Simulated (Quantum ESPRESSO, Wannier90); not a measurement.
# Wannierisation of AlInSb2 (P-4m2)

```xyz
4
Lattice="4.5062 0.0000 0.0000 0.0000 4.5062 0.0000 0.0000 0.0000 6.3488" Properties=species:S:1:pos:R:3 pbc="T T T"
Al     0.0000     0.0000     0.0000
In     2.2531     2.2531     3.1744
Sb     0.0000     2.2531     1.4816
Sb     2.2531     0.0000    -1.4816
```

Cell from Materials Project (mp-1228890), symmetrised, no further relaxation. Not found in the COD (Crystallography Open Database) copy used; not checked further. Level: PBEsol, spinors with spin-orbit coupling; pw.x of Quantum ESPRESSO at 64 Ry with PseudoDojo potentials, 4×4×4 k-points, Wannier90. Density: 8×8×6 mesh, Gaussian smearing 0.01 Ry. With spin-orbit coupling a semilocal functional can close or falsely invert a small gap; the band order was not checked against a better method. The gap is small at this level and was sampled on the meshes and a path alone.

A tight-binding model is made by disentanglement and projection with no localisation steps (num_iter = 0), so the 32 orbitals stay atom-like: hydrogen-like Al: s;p; In: s;p; Sb: s;p, axes along x, y, z; frozen window up to 4.94 eV relative to the valence-band maximum. It follows pw.x to 21 meV rms for states up to 1.2 eV relative to the valence-band maximum. Matrix elements depend on this choice of orbitals and windows.

The 45 largest hoppings ⟨m,0|H|n,R⟩ between different sites (one of each Hermitian pair; signs follow the real orbitals' lobes; the list may end inside a set of equal values):

```json
[
 {"m": "Sb3 s↑", "n": "Al1 py↑", "R": "0 0 0", "distance of the centres (Å)": "2.85", "t (eV)": "-1.639", "Im t (eV)": "0.000"},
 {"m": "Sb3 s↓", "n": "Al1 py↓", "R": "0 0 0", "distance of the centres (Å)": "2.85", "t (eV)": "-1.639", "Im t (eV)": "0.000"},
 {"m": "Sb4 s↑", "n": "Al1 px↑", "R": "0 0 0", "distance of the centres (Å)": "2.85", "t (eV)": "-1.639", "Im t (eV)": "0.000"},
 {"m": "Sb4 s↓", "n": "Al1 px↓", "R": "0 0 0", "distance of the centres (Å)": "2.85", "t (eV)": "-1.639", "Im t (eV)": "0.000"},
 {"m": "Sb3 s↑", "n": "Al1 py↑", "R": "0 1 0", "distance of the centres (Å)": "2.85", "t (eV)": "1.639", "Im t (eV)": "0.000"},
 {"m": "Sb3 s↓", "n": "Al1 py↓", "R": "0 1 0", "distance of the centres (Å)": "2.85", "t (eV)": "1.639", "Im t (eV)": "0.000"},
 {"m": "Sb4 s↑", "n": "Al1 px↑", "R": "1 0 0", "distance of the centres (Å)": "2.85", "t (eV)": "1.639", "Im t (eV)": "0.000"},
 {"m": "Sb4 s↓", "n": "Al1 px↓", "R": "1 0 0", "distance of the centres (Å)": "2.85", "t (eV)": "1.639", "Im t (eV)": "0.000"},
 {"m": "Sb3 py↑", "n": "Al1 s↑", "R": "0 0 0", "distance of the centres (Å)": "2.75", "t (eV)": "1.627", "Im t (eV)": "0.000"},
 {"m": "Sb3 py↓", "n": "Al1 s↓", "R": "0 0 0", "distance of the centres (Å)": "2.75", "t (eV)": "1.627", "Im t (eV)": "0.000"},
 {"m": "Sb4 px↑", "n": "Al1 s↑", "R": "0 0 0", "distance of the centres (Å)": "2.75", "t (eV)": "1.627", "Im t (eV)": "0.000"},
 {"m": "Sb4 px↓", "n": "Al1 s↓", "R": "0 0 0", "distance of the centres (Å)": "2.75", "t (eV)": "1.627", "Im t (eV)": "0.000"},
 {"m": "Sb3 py↑", "n": "Al1 s↑", "R": "0 1 0", "distance of the centres (Å)": "2.75", "t (eV)": "-1.627", "Im t (eV)": "0.000"},
 {"m": "Sb3 py↓", "n": "Al1 s↓", "R": "0 1 0", "distance of the centres (Å)": "2.75", "t (eV)": "-1.627", "Im t (eV)": "0.000"},
 {"m": "Sb4 px↑", "n": "Al1 s↑", "R": "1 0 0", "distance of the centres (Å)": "2.75", "t (eV)": "-1.627", "Im t (eV)": "0.000"},
 {"m": "Sb4 px↓", "n": "Al1 s↓", "R": "1 0 0", "distance of the centres (Å)": "2.75", "t (eV)": "-1.627", "Im t (eV)": "0.000"},
 {"m": "Sb3 s↑", "n": "In2 px↑", "R": "0 0 0", "distance of the centres (Å)": "2.95", "t (eV)": "1.485", "Im t (eV)": "0.000"},
 {"m": "Sb3 s↓", "n": "In2 px↓", "R": "0 0 0", "distance of the centres (Å)": "2.95", "t (eV)": "1.485", "Im t (eV)": "0.000"},
 {"m": "In2 py↑", "n": "Sb4 s↑", "R": "0 0 1", "distance of the centres (Å)": "2.95", "t (eV)": "1.485", "Im t (eV)": "0.000"},
 {"m": "In2 py↓", "n": "Sb4 s↓", "R": "0 0 1", "distance of the centres (Å)": "2.95", "t (eV)": "1.485", "Im t (eV)": "0.000"},
 {"m": "In2 py↑", "n": "Sb4 s↑", "R": "0 1 1", "distance of the centres (Å)": "2.95", "t (eV)": "-1.485", "Im t (eV)": "0.000"},
 {"m": "In2 py↓", "n": "Sb4 s↓", "R": "0 1 1", "distance of the centres (Å)": "2.95", "t (eV)": "-1.485", "Im t (eV)": "0.000"},
 {"m": "In2 px↑", "n": "Sb3 s↑", "R": "1 0 0", "distance of the centres (Å)": "2.95", "t (eV)": "-1.485", "Im t (eV)": "0.000"},
 {"m": "In2 px↓", "n": "Sb3 s↓", "R": "1 0 0", "distance of the centres (Å)": "2.95", "t (eV)": "-1.485", "Im t (eV)": "0.000"},
 {"m": "Sb3 px↑", "n": "In2 s↑", "R": "0 0 0", "distance of the centres (Å)": "2.94", "t (eV)": "-1.458", "Im t (eV)": "0.000"},
 {"m": "Sb3 px↓", "n": "In2 s↓", "R": "0 0 0", "distance of the centres (Å)": "2.94", "t (eV)": "-1.458", "Im t (eV)": "0.000"},
 {"m": "In2 s↑", "n": "Sb4 py↑", "R": "0 0 1", "distance of the centres (Å)": "2.94", "t (eV)": "-1.458", "Im t (eV)": "0.000"},
 {"m": "In2 s↓", "n": "Sb4 py↓", "R": "0 0 1", "distance of the centres (Å)": "2.94", "t (eV)": "-1.458", "Im t (eV)": "0.000"},
 {"m": "In2 s↑", "n": "Sb4 py↑", "R": "0 1 1", "distance of the centres (Å)": "2.94", "t (eV)": "1.458", "Im t (eV)": "0.000"},
 {"m": "In2 s↓", "n": "Sb4 py↓", "R": "0 1 1", "distance of the centres (Å)": "2.94", "t (eV)": "1.458", "Im t (eV)": "0.000"},
 {"m": "In2 s↑", "n": "Sb3 px↑", "R": "1 0 0", "distance of the centres (Å)": "2.94", "t (eV)": "1.458", "Im t (eV)": "0.000"},
 {"m": "In2 s↓", "n": "Sb3 px↓", "R": "1 0 0", "distance of the centres (Å)": "2.94", "t (eV)": "1.458", "Im t (eV)": "0.000"},
 {"m": "Sb3 pz↑", "n": "In2 px↑", "R": "0 0 0", "distance of the centres (Å)": "2.99", "t (eV)": "1.376", "Im t (eV)": "0.000"},
 {"m": "Sb3 pz↓", "n": "In2 px↓", "R": "0 0 0", "distance of the centres (Å)": "2.99", "t (eV)": "1.376", "Im t (eV)": "0.000"},
 {"m": "In2 py↑", "n": "Sb4 pz↑", "R": "0 0 1", "distance of the centres (Å)": "2.99", "t (eV)": "-1.376", "Im t (eV)": "0.000"},
 {"m": "In2 py↓", "n": "Sb4 pz↓", "R": "0 0 1", "distance of the centres (Å)": "2.99", "t (eV)": "-1.376", "Im t (eV)": "0.000"},
 {"m": "In2 py↑", "n": "Sb4 pz↑", "R": "0 1 1", "distance of the centres (Å)": "2.99", "t (eV)": "1.376", "Im t (eV)": "0.000"},
 {"m": "In2 py↓", "n": "Sb4 pz↓", "R": "0 1 1", "distance of the centres (Å)": "2.99", "t (eV)": "1.376", "Im t (eV)": "0.000"},
 {"m": "In2 px↑", "n": "Sb3 pz↑", "R": "1 0 0", "distance of the centres (Å)": "2.99", "t (eV)": "-1.376", "Im t (eV)": "0.000"},
 {"m": "In2 px↓", "n": "Sb3 pz↓", "R": "1 0 0", "distance of the centres (Å)": "2.99", "t (eV)": "-1.376", "Im t (eV)": "0.000"},
 {"m": "Sb3 pz↑", "n": "Al1 py↑", "R": "0 0 0", "distance of the centres (Å)": "2.81", "t (eV)": "1.369", "Im t (eV)": "0.000"},
 {"m": "Sb3 pz↓", "n": "Al1 py↓", "R": "0 0 0", "distance of the centres (Å)": "2.81", "t (eV)": "1.369", "Im t (eV)": "0.000"},
 {"m": "Sb4 pz↑", "n": "Al1 px↑", "R": "0 0 0", "distance of the centres (Å)": "2.81", "t (eV)": "-1.369", "Im t (eV)": "0.000"},
 {"m": "Sb4 pz↓", "n": "Al1 px↓", "R": "0 0 0", "distance of the centres (Å)": "2.81", "t (eV)": "-1.369", "Im t (eV)": "0.000"},
 {"m": "Sb3 pz↑", "n": "Al1 py↑", "R": "0 1 0", "distance of the centres (Å)": "2.81", "t (eV)": "-1.369", "Im t (eV)": "0.000"}
]
```
